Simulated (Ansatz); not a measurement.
A geometry of Al away from equilibrium: the start of the relaxation of a generated trial cell of Al in the A7 structure type. Method: PBEsol (plane waves to 420 eV, PAW, scalar-relativistic; Ansatz, a first-principles code). Γ-centred k-mesh 11×11×11 on the run's cell (coarser than for final values), Fermi–Dirac smearing 0.05 eV.

```xyz
2
Lattice="1.7784 1.0268 3.2979 -1.7784 1.0268 3.2979 0.0000 -2.0535 3.2979" Properties=species:S:1:pos:R:3 pbc="T T T"
Al     0.0000     0.0000     2.2512
Al     0.0000     0.0000     7.6424
```

Question: Predict the force on each atom, in eV/Å.

Answer: 
```
atom    Fx    Fy     Fz
----  ----  ----  -----
Al1   0.00  0.00   3.10
Al2   0.00  0.00  -3.10
```

Question: What is the pressure?

Answer: +13.0 GPa, compression positive.

Question: How far above the relaxed end point is this geometry?

Answer: 0.75 to 0.76 eV/atom (the two k-meshes of the run give this range); the path ends in Fm-3m (No. 225) (fcc (Cu type)).

No spin polarisation in the result.

The run could not lose the symmetry of its start; a randomly shaken copy of 2 atoms returns to this structure.
